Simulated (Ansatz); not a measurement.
Level: r2SCAN, no spin polarisation; 500 eV; 6×6×6 Γ-centred mesh; fermi-dirac occupations (width 0.0729 eV); Ansatz 0.2.0, fixed geometry.

Computed maps in the lattice plane spanned by a (left to right, 6.80 Å, 21 points from zero) and b (bottom to top, 6.80 Å, 21 points from zero), 60° apart, at height 0.691 along c. The fields are smooth PAW ones with compensation charges, not the true ones near nuclei.

Valence density. Digits on a logarithmic scale: 0 up to 0.03 e/Å³, each further digit a factor of 1.6, 9 from 1.3 e/Å³ up:
```
344443211123444332222
456765421134667643212
468887642235789875322
468999864335799997532
368967986445799589743
357980997655689759863
235899998666679999974
323579997667767899864
212356777668876677764
211234555567876555543
211112233456666543332
123322112245666643211
135554211235778764211
246787531135799986421
146899752125799998642
135899974224699079753
224689985213579869864
212468875312358999874
311245665311235788864
221123443211123566654
223221121122232334443
```

ELF. Ten even steps from '0' (0.02) to '9' (0.88):
```
036763000015775200000
379998510027999851000
489999851027999997200
489989983116998899710
189844996223897369950
059962798322599438982
018997899223169978995
104899998202106999997
200589997212211589997
100036765223223236775
000000222122102221221
001100000012222321000
015663000025789863100
037998600026999998510
028999960027998799850
006999983006997249983
002899996003899648996
200389996100589989997
200026875100048999996
000000231000001588873
002200000001210014430
```

Question: The cell is Sr$_{3}$Cr$_{2}$Cl$_{8}$. Which atoms lie within 0.2 Å of this plane, and where (fractions of a and b)?

Answer: Cl at (0.73, 0.23), Cl at (0.73, 0.73), Cl at (0.23, 0.73). The whole cell:
```
Sr Cr Cl
1.0
     3.39924    5.88765    0.00000
    -3.39924    5.88765    0.00000
     0.00000   -3.92510    8.23876
Sr Cr Cl
3 2 8
Cartesian
  0.0000 0.0000 0.0000
  0.0000 0.0000 5.0174
  0.0000 7.8502 3.2214
  0.0000 3.9251 1.7713
  0.0000 3.9251 6.4674
  0.0000 0.0000 7.9834
  0.0000 7.8502 0.2554
  1.7268 2.9281 5.6930
  0.0000 5.9191 5.6930
  -1.7268 2.9281 5.6930
  -1.7268 4.9221 2.5458
  1.7268 4.9221 2.5458
  0.0000 1.9311 2.5458
```

Origin: a known structure type with other elements, at an estimated volume, so it need not be a known compound. Caveats: no spin polarisation, so a magnetic state may lie lower; atoms or cell far from equilibrium.
